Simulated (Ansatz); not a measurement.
CaAlHO2:
```cif
data_HAlCaO2
_chemical_formula_sum 'Ca1 Al1 O2 H1'
_space_group_name_H-M_alt 'P 1'
_space_group_IT_number 1
_cell_length_a 3.72742
_cell_length_b 3.72742
_cell_length_c 3.44776
_cell_angle_alpha 90.000
_cell_angle_beta 90.000
_cell_angle_gamma 90.000
loop_
_space_group_symop_operation_xyz
  'x, y, z'
loop_
_atom_site_label
_atom_site_type_symbol
_atom_site_fract_x
_atom_site_fract_y
_atom_site_fract_z
_atom_site_occupancy
Ca1 Ca 0.50000 0.50000 0.50000 1
Al1 Al 0.00000 0.00000 0.00000 1
O1 O 0.50000 0.00000 0.00000 1
O2 O 0.00000 0.50000 0.00000 1
H1 H 0.00000 0.00000 0.50000 1
```

Relaxed with PBEsol.

### Question
Give the optical modes at the zone centre with their infrared activity from DFPT, PBEsol (plane waves, PAW; program Ansatz).

### Answer
Transverse frequencies, without the LO–TO term; a row sums one degenerate level.

```
ω (cm⁻¹)  degeneracy  IR ((D/Å)²/amu)     activity  symmetry
--------  ----------  ---------------  -----------  --------
157                1            11.95           IR       A2u
187                2            19.72           IR        Eu
219                1             0.00  IR-inactive       B2u
362                1            12.09           IR       A2u
379                2             9.82           IR        Eu
601                2            43.97           IR        Eu
866                2             0.96           IR        Eu
1890               1            33.08           IR       A2u
```

### Question
How high does the top mode go among those that the LO–TO term moves?

### Answer
883 cm⁻¹ for q along x, 883 cm⁻¹ for q along y, 1983 cm⁻¹ for q along z.

Space group P4/mmm. The start of the workflow was typed in or built on a structure type; neither database checked (COD, Materials Project) lists it. Its standing as an ambient phase is unchecked. The PBEsol relaxation kept the symmetry of its start. At this level the phase is dynamically unstable (imaginary phonons).

Potentials: the earlier of the program's two PAW sets. The files were generated under PBE; for other functionals the program regenerates the frozen cores, and for LDA and PBEsol the local potential too.
